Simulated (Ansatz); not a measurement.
# CeO2: from a starting cell to a relaxed one

The start is a generated cell, CeO2 placed in the fluorite structure type. Cell shape, volume and atoms are optimised at zero target pressure with PBE (plane waves to 420 eV, PAW, scalar-relativistic; Ansatz, a quantum-chemistry and plane-wave program). The first steps use a coarse 7×7×7 k-mesh.

Initial structure:
```
CeO2
1.0
    0.00000     2.77329     2.77329
    2.77329     0.00000     2.77329
    2.77329     2.77329     0.00000
Ce O
1 2
Direct
  0.00000   0.00000   0.00000
  0.25000   0.25000   0.25000
  0.75000   0.75000   0.75000
```
Spin-polarised start, with parallel moments on Ce.

**Question.** By how much does the energy per atom fall from start to end?

**Answer.** 0.01 eV/atom.

**Question.** How does the volume per atom move from start to end?

**Answer.** -4.4 %, from 14.22 to 13.60 Å³/atom.

**Question.** How do the shortest distances between atoms change?

**Answer.** The closest pairs of elements (up to four, under 3.6 Å), start → end: Ce–O 2.40 → 2.37 Å; O–O 2.77 → 2.73 Å.

**Question.** What band gap does the relaxed structure have at this level?

**Answer.** 1.87 eV, indirect (valence top at 31 % of the way from K to Γ, conduction bottom at L) (no spin-orbit coupling).

**Question.** What magnetic moments remain?

**Answer.** Zero (the starting moments vanished).

**Question.** Write out the relaxed structure.

**Answer.** 
```cif
data_Ce4O8
_chemical_formula_sum 'Ce4 O8'
_space_group_name_H-M_alt 'Fm-3m'
_space_group_IT_number 225
_space_group_name_Hall '-F 4 2 3'
_cell_length_a 5.46448
_cell_length_b 5.46448
_cell_length_c 5.46448
_cell_angle_alpha 90.000
_cell_angle_beta 90.000
_cell_angle_gamma 90.000
loop_
_atom_site_label
_atom_site_type_symbol
_atom_site_symmetry_multiplicity
_atom_site_Wyckoff_symbol
_atom_site_fract_x
_atom_site_fract_y
_atom_site_fract_z
_atom_site_occupancy
Ce1 Ce 4 a 0.00000 0.00000 0.00000 1
O1 O 8 c 0.25000 0.25000 0.25000 1
```
(The calculation used a cell of 3 atoms; values per cell refer to that cell.)

The space group stays Fm-3m (No. 225) (the run could not lower it); the end is fluorite type, with 3 atoms in the primitive cell. Final values are on a 10×10×10 k-mesh of the relaxed cell. No spin polarisation in the result: the starting moments vanished. The d or f electrons are treated with no Hubbard U. The 4f state was not searched, so a lower electronic state may exist.

The run could not lose the symmetry of its start; a randomly shaken copy of 3 atoms returns to this structure.

All atoms sit on sites fixed by symmetry, so only the cell could relax.
